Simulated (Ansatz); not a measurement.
Ag (fcc (Cu type)), relaxed with r²SCAN+D4 (Ansatz, a first-principles code, plane waves, PAW): a = b = c = 4.0838 Å, α = β = γ = 90.00°.

- B₀ by P(V) fit (GPa) = 108
- K_Hill (GPa) = 109
- G_Hill (GPa) = 29.7
- Θ_D (K) = 219

The same phase is relaxed and computed with LDA in the same code. What are the cell and these values now?

a = 4.0018 Å, b = 4.0018 Å, c = 4.0018 Å, α = 90.00°, β = 90.00°, γ = 90.00°.

- B₀ by P(V) fit (GPa) = 138
- K_Hill (GPa) = 138
- G_Hill (GPa) = 39.2
- Θ_D (K) = 249

All cells were relaxed under the symmetry of their starts (and spin orders); stability against distortions was not tested throughout. Rows with no word on spin ran without spin polarisation. Scalar-relativistic: spin–orbit coupling is off unless named, which matters more the heavier the elements.

Potentials: the later of the program's two PAW sets.

Ansatz is a plane-wave DFT program.
